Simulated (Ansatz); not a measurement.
MgH$_{2}$ (rutile, P4_2/mnm) at seven volumes, PBE in the plane-wave PAW code Ansatz, shape and atoms relaxed at each. One row is withheld.

```tsv
V (Å³/atom)	P (GPa)
9.324	?
9.631	3.35
9.938	1.56
10.246	0.01
10.553	-1.35
10.860	-2.54
11.168	-3.56
```

**Question.** Fit the shown pressures and predict the withheld one.

**Answer.** P = (3/2)B₀(x^(7/2) − x^(5/2))[1 + (3/4)(B′ − 4)(x − 1)] with x = (V₀/V)^(2/3). Least squares on the six rows gives V₀ = 10.247 Å³/atom, B₀ = 48.4 GPa, B′ = 3.60. At V = 9.324, x = 1.0650 and P = 5.41 GPa. The run itself gave 5.40 GPa.

The cell was relaxed with PBE under the symmetry of its start.

Potentials: the later of the program's two PAW sets.
